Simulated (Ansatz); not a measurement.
Input file for Ansatz (a quantum-chemistry and plane-wave program):

Ansatz 0.2 input:
```yaml
crystal:
  lattice:
    - [3.0111636628, 0.0, 0.0]
    - [-1.5055818314, 2.6077442269, 0.0]
    - [0.0, 0.0, 13.9581951841]
  atoms:
    - { symbol: B, position: [0.3333333333, 0.6666666667, 0.5232714546] }
    - { symbol: B, position: [0.6666666667, 0.3333333333, 0.4767285454] }
    - { symbol: B, position: [0.6666666667, 0.3333333333, 0.0232714546] }
    - { symbol: B, position: [0.3333333333, 0.6666666667, 0.9767285454] }
    - { symbol: B, position: [0.0, 0.0, 0.25] }
    - { symbol: B, position: [0.0, 0.0, 0.75] }
    - { symbol: B, position: [0.6666666667, 0.3333333333, 0.25] }
    - { symbol: B, position: [0.3333333333, 0.6666666667, 0.75] }
    - { symbol: W, position: [0.3333333333, 0.6666666667, 0.1354969293] }
    - { symbol: W, position: [0.6666666667, 0.3333333333, 0.8645030707] }
    - { symbol: W, position: [0.6666666667, 0.3333333333, 0.6354969293] }
    - { symbol: W, position: [0.3333333333, 0.6666666667, 0.3645030707] }
kpoints:
  mp_grid: { grid: [11, 11, 3] }
  band_path:
    path:
      - [[0.0, 0.0, 0.0], [0.5, 0.0, 0.0], [0.3333333333, 0.3333333333, 0.0], [0.0, 0.0, 0.0], [0.0, 0.0, 0.5], [0.5, 0.0, 0.5], [0.3333333333, 0.3333333333, 0.5], [0.0, 0.0, 0.5]]  # Γ-M-K-Γ-A-L-H-A
      - [[0.5, 0.0, 0.5], [0.5, 0.0, 0.0]]  # L-M
      - [[0.3333333333, 0.3333333333, 0.5], [0.3333333333, 0.3333333333, 0.0]]  # H-K
    npoints: 8
hamiltonian:
  xc: r2scan
  pseudopotentials: { kind: paw }
magnetization: { noncollinear: true, spin_orbit: true }
scf:
  n_extra_bands: 24
  convergence: { dr2_threshold: 0.0000000001 }
  occupations: { method: gaussian, width: 0.05 }
output: { eigenvalues: true }
```

Output (shortened):

```
Pseudopotential: B, paw_fr, valence charge 3
Pseudopotential: W, paw_fr, valence charge 14
Functional definition: r2SCAN
non-collinear run that drives no moment, with spin-orbit …
Crystal: 12 atoms, lattice volume = 109.605 Å³
Basis set: ecut = 500 eV, 2835 PW (Γ), exchange–correlation on 96×96×432 points (64 copies of the dense FFT grid, shifted against one another)
Bands: 104, of which v1, the nominal top of the filled ones, is band 80 counted from 1 (79 counted from 0)
Symmetry: 24 space group operations + 24 with time reversal
k-points: 32 of 363
Projection manifold: j_resolved (fully-relativistic pseudo-atomic orbitals)
SCF iter   1: F=—  HF=-42753.495617 eV  |F-HF|=—  |Δ(HF+E_count)|=         —  Δρ=1.04e-1  dr2=2.23e1  dr2_τ=5.26e-1  dr2_m=0.00e0 (ungated)  ethr=3.10e-3  |M|=0.00e0 ∫|m|=0.00e0 μB  |m|>n=0.0e0 m-floor=0.0e0 τ_xc=0.0e0  β_m=0.30  ⟨swp⟩=6.0  Hψ=8098  notcnv=0  defer=136
preconditioner: auto → Kerker (q_TF=auto, 2.589 Å⁻¹)
spin=Noncollinear: Kerker preconditioning applied to the charge; magnetization (m_x, m_y, m_z) channels mix plain (no charge-response kernel on spin).
SCF iter   2: F=—  HF=-42750.651881 eV  |F-HF|=—  |Δ(HF+E_count)|=    2.84e0  Δρ=6.87e-2  dr2=9.41e0  dr2_τ=3.78e-2  dr2_m=0.00e0 (ungated)  ethr=3.10e-3  |M|=0.00e0 ∫|m|=0.00e0 μB  |m|>n=0.0e0 m-floor=0.0e0 τ_xc=0.0e0  β_m=0.57  ⟨swp⟩=2.9  Hψ=2815  notcnv=0  defer=554
SCF iter   3: F=—  HF=-42748.576378 eV  |F-HF|=—  |Δ(HF+E_count)|=    2.08e0  Δρ=1.26e-2  dr2=1.39e-1  dr2_τ=2.52e-3  dr2_m=0.00e0 (ungated)  ethr=3.10e-3  |M|=0.00e0 ∫|m|=0.00e0 μB  |m|>n=0.0e0 m-floor=0.0e0 τ_xc=0.0e0  β_m=0.78  ⟨swp⟩=4.4  Hψ=3457  notcnv=0  defer=552
SCF iter   4: F=—  HF=-42748.583705 eV  |F-HF|=—  |Δ(HF+E_count)|=   7.33e-3  Δρ=3.80e-3  dr2=1.86e-2  dr2_τ=9.36e-4  dr2_m=0.00e0 (ungated)  ethr=1.74e-4  |M|=0.00e0 ∫|m|=0.00e0 μB  |m|>n=0.0e0 m-floor=0.0e0 τ_xc=0.0e0  β_m=0.81  ⟨swp⟩=2.7  Hψ=3309  notcnv=0  defer=568
SCF iter   5: F=—  HF=-42748.585774 eV  |F-HF|=—  |Δ(HF+E_count)|=   2.07e-3  Δρ=1.11e-3  dr2=1.23e-3  dr2_τ=9.87e-6  dr2_m=0.00e0 (ungated)  ethr=2.33e-5  |M|=0.00e0 ∫|m|=0.00e0 μB  |m|>n=0.0e0 m-floor=0.0e0 τ_xc=0.0e0  β_m=0.91  ⟨swp⟩=2.0  Hψ=1954  notcnv=0  defer=568
SCF iter   6: F=—  HF=-42748.586410 eV  |F-HF|=—  |Δ(HF+E_count)|=   6.35e-4  Δρ=2.19e-4  dr2=1.11e-4  dr2_τ=5.87e-7  dr2_m=0.00e0 (ungated)  ethr=1.53e-6  |M|=0.00e0 ∫|m|=0.00e0 μB  |m|>n=0.0e0 m-floor=0.0e0 τ_xc=0.0e0  β_m=0.95  ⟨swp⟩=2.0  Hψ=2145  notcnv=0  defer=568
SCF iter   7: F=—  HF=-42748.586446 eV  |F-HF|=—  |Δ(HF+E_count)|=   3.65e-5  Δρ=6.50e-5  dr2=1.25e-5  dr2_τ=1.61e-7  dr2_m=0.00e0 (ungated)  ethr=1.39e-7  |M|=0.00e0 ∫|m|=0.00e0 μB  |m|>n=0.0e0 m-floor=0.0e0 τ_xc=0.0e0  β_m=0.98  ⟨swp⟩=2.0  Hψ=2076  notcnv=0  defer=568
SCF iter   8: F=—  HF=-42748.586442 eV  |F-HF|=—  |Δ(HF+E_count)|=   4.58e-6  Δρ=1.49e-5  dr2=3.00e-7  dr2_τ=2.75e-9  dr2_m=0.00e0 (ungated)  ethr=1.56e-8  |M|=0.00e0 ∫|m|=0.00e0 μB  |m|>n=0.0e0 m-floor=0.0e0 τ_xc=0.0e0  β_m=0.99  ⟨swp⟩=2.0  Hψ=2056  notcnv=0  defer=568
SCF iter  11: F=-42748.586424 eV  HF=-42748.586424 eV  |F-HF|=0.00e0  |Δ(HF+E_count)|=  4.37e-10  Δρ=1.48e-7  dr2=1.57e-11  dr2_τ=3.75e-13  dr2_m=0.00e0 (ungated)  ethr=1.00e-12  |M|=0.00e0 ∫|m|=0.00e0 μB  |m|>n=0.0e0 m-floor=0.0e0 τ_xc=0.0e0  ⟨swp⟩=11.8  Hψ=7342  notcnv=0
SCF 1 converged in 11 iterations: F = -42748.586424 eV  dr2 = 1.57e-11
NSCF: frozen V_eff on 75 k-points
SCF converged after 11 iterations
Magnetization: |M| = 0.0000 μB,  M = (+0.0000, +0.0000, +0.0000) μB
Absolute magnetization: 0.0000 μB (∫|m|)
  site 0: m = (+0.0000, +0.0000, +0.0000) μB, |m| = 0.0000 μB  (R = 0.77 Å)
  site 1: m = (+0.0000, +0.0000, +0.0000) μB, |m| = 0.0000 μB  (R = 0.77 Å)
  site 2: m = (+0.0000, +0.0000, +0.0000) μB, |m| = 0.0000 μB  (R = 0.77 Å)
  site 3: m = (+0.0000, +0.0000, +0.0000) μB, |m| = 0.0000 μB  (R = 0.77 Å)
  site 4: m = (+0.0000, +0.0000, +0.0000) μB, |m| = 0.0000 μB  (R = 0.72 Å)
  site 5: m = (+0.0000, +0.0000, +0.0000) μB, |m| = 0.0000 μB  (R = 0.72 Å)
  site 6: m = (+0.0000, +0.0000, +0.0000) μB, |m| = 0.0000 μB  (R = 0.72 Å)
  site 7: m = (+0.0000, +0.0000, +0.0000) μB, |m| = 0.0000 μB  (R = 0.72 Å)
  site 8: m = (+0.0000, +0.0000, +0.0000) μB, |m| = 0.0000 μB  (R = 0.91 Å)
  site 9: m = (+0.0000, +0.0000, +0.0000) μB, |m| = 0.0000 μB  (R = 0.91 Å)
  site 10: m = (+0.0000, +0.0000, +0.0000) μB, |m| = 0.0000 μB  (R = 0.91 Å)
  site 11: m = (+0.0000, +0.0000, +0.0000) μB, |m| = 0.0000 μB  (R = 0.91 Å)
Free energy (F): -42748.586424 eV
Harris-Foulkes:  -42748.586424 eV  (|F-HF|=0.00e0)
Internal energy: -42748.581390 eV  (E = F + TS)
E sigma→0 (E₀):  -42748.583907 eV
Entropy (-TS):   -0.005033 eV (-0.419 meV/atom)
Fermi energy:    19.130471 eV
--- Per-component energies (eV) ---
  E_band       = -367.310286
  E_kinetic    = 2217.110901
  E_local      = -3150.885488  (includes V_loc(G=0)·N_el)
  E_nonlocal   = 71.064186
  E_hartree    = 1180.173884
  E_xc         = -1255.606703
  E_vxc        = -1383.180977  (∫ρ·V_xc dr)
  E_paw        = -34901.338363  (= ΣΔE_a)
  E_vpaw       = -551.742016  (= ΣTr[D̂ρ^β])
  E_aug_tail   = -0.000208  (compensation charges beyond the density's cutoff)
  E_vtau       = 69.975530  (kinetic-family band-sum trace: ∫τ·v_τ [+ j·A + Jᵃ·Aᵃ] dr)
  E_ewald      = -6906.511905
  E_core_change = -2.587694  (= ΣΔE_core)
  E_smearing   = -0.005033  (= −TS)
  E_closure    = 0.000000  (closes the sum)
  Σ components = -42748.586424   (vs F -42748.586424, Δ=0.00e0)
  [band-id]    e_kinetic+e_local+e_nonlocal+2·e_hartree+e_vxc+e_vpaw+e_augmentation_tail+e_vtau = -367.310304   (vs E_band -367.310286, Δ=-1.81e-5)
--- Band table (eV; the first three rows and the last of 32) ---
  k-point 0: bands = ["-57.2229", "-57.2229", "-57.2227", "-57.2227", "-57.2177", "-57.2177", "-57.2175", "-57.2175", "-27.9379", "-27.9379", "-27.9349", "-27.9349", "-27.9142", "-27.9142", "-27.9112", "-27.9112", "-18.4747", "-18.4747", "-18.4554", …
  k-point 1: bands = ["-57.2229", "-57.2229", "-57.2228", "-57.2228", "-57.2177", "-57.2177", "-57.2176", "-57.2176", "-27.9373", "-27.9373", "-27.9358", "-27.9358", "-27.9134", "-27.9134", "-27.9118", "-27.9118", "-18.4704", "-18.4704", "-18.4608", …
  k-point 2: bands = ["-57.2197", "-57.2197", "-57.2195", "-57.2195", "-57.2145", "-57.2145", "-57.2143", "-57.2143", "-27.9474", "-27.9474", "-27.9446", "-27.9446", "-27.9239", "-27.9239", "-27.9211", "-27.9211", "-18.4798", "-18.4798", "-18.4614", …
  k-point 31: bands = ["-57.1771", "-57.1771", "-57.1771", "-57.1771", "-57.1721", "-57.1721", "-57.1721", "-57.1721", "-28.0722", "-28.0722", "-28.0690", "-28.0690", "-28.0548", "-28.0548", "-28.0515", "-28.0515", "-18.5632", "-18.5632", "-18.5616", …
```

Cost: around 8 core-minutes (rough) on shared cores.

Space group P6_3/mmc. The first step of the workflow began from a Materials Project structure, measured or hypothetical; the Crystallography Open Database files this formula in space group No. 194, but the cells were not matched. Whether it is the stable phase at ambient conditions was not checked. The r²SCAN relaxation kept the symmetry of its start; its stability against distortions is not shown here. The run is not spin-polarised.

Potentials: the later of the program's two PAW sets.

Ansatz is a plane-wave DFT program.
